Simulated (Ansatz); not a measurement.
Na4MgAlP3O12, one structure, two calculations

Cell: a computed structure from the Materials Project (it need not be an observed phase), atoms as given.

```cif
data_Na4MgAlP3O12
_symmetry_space_group_name_H-M 'R3c:H'
_symmetry_Int_Tables_number 161
_cell_length_a 8.8114
_cell_length_b 8.8114
_cell_length_c 21.5444
_cell_angle_alpha 90.000
_cell_angle_beta 90.000
_cell_angle_gamma 120.000
loop_
_atom_site_label
_atom_site_type_symbol
_atom_site_symmetry_multiplicity
_atom_site_Wyckoff_symbol
_atom_site_fract_x
_atom_site_fract_y
_atom_site_fract_z
Na1 Na 18 b 0.3037 0.3389 0.5825
Na7 Na 6 a 0.0000 0.0000 0.4984
Mg Mg 6 a 0.0000 0.0000 0.3506
Al Al 6 a 0.0000 0.0000 0.6502
P P 18 b 0.9570 0.3288 0.5839
O19 O 18 b 0.2127 0.0307 0.3081
O25 O 18 b 0.7924 0.9621 0.6925
O31 O 18 b 0.0146 0.8236 0.4108
O37 O 18 b 0.9718 0.1583 0.5892
```

One atom of each set is listed; the run and its k-mesh use a cell of 42 atoms with edges of 8.80, 8.80, 8.80 Å.

First run. Method: Kohn–Sham DFT in Ansatz, PBE, plane waves and PAW, scalar-relativistic, 420 eV cutoff, Γ-centred 3×3×3 k-points, Fermi–Dirac smearing 0.02 eV.

```
site  V_zz (10²¹ V/m²)     η
 Na1             -1.19  0.41
 Na7             -1.33  0.00
  Mg              0.80  0.00
  Al              0.52  0.00
   P             -1.84  0.89
 O19              8.25  0.17
 O25             10.84  0.07
 O31              9.24  0.22
 O37             10.40  0.15
```

Second run. The same atoms and settings, except that the functional is r2SCAN and the cutoff is 500 eV.

**Question.** Given the first result, estimate the second.

**Answer.** 

```
site   V_zz     η  change of V_zz
 Na1  -1.24  0.35           -0.05
 Na7  -1.36  0.00           -0.03
  Mg   0.79  0.00           -0.01
  Al   0.51  0.00           -0.01
   P  -1.86  0.98           -0.02
 O19   8.29  0.18           +0.04
 O25  10.89  0.07           +0.05
 O31   9.43  0.23           +0.19
 O37  10.54  0.16           +0.14
```

The largest change of V_zz is on O31, from 9.24 to 9.43. In per cent, |V_zz| changes by +2 to +4 on Na, -1 on Mg, -3 on Al, +1 on P, 0 to +2 on O (all sites that start above 0.5).

For the first run: The largest force is 0.3 eV/Å, so the atoms aren't at the calculated equilibrium and relaxing them would move these values.
For the second run: At this cell the principal stresses reach 5 GPa in size with r2SCAN, which can matter for small gradients. The largest force is 0.7 eV/Å, so the atoms aren't at the calculated equilibrium and relaxing them would move these values. With these PAW files V_zz is typically within 2 to 3 % of all-electron values, but misses above 10 % occur on Al.
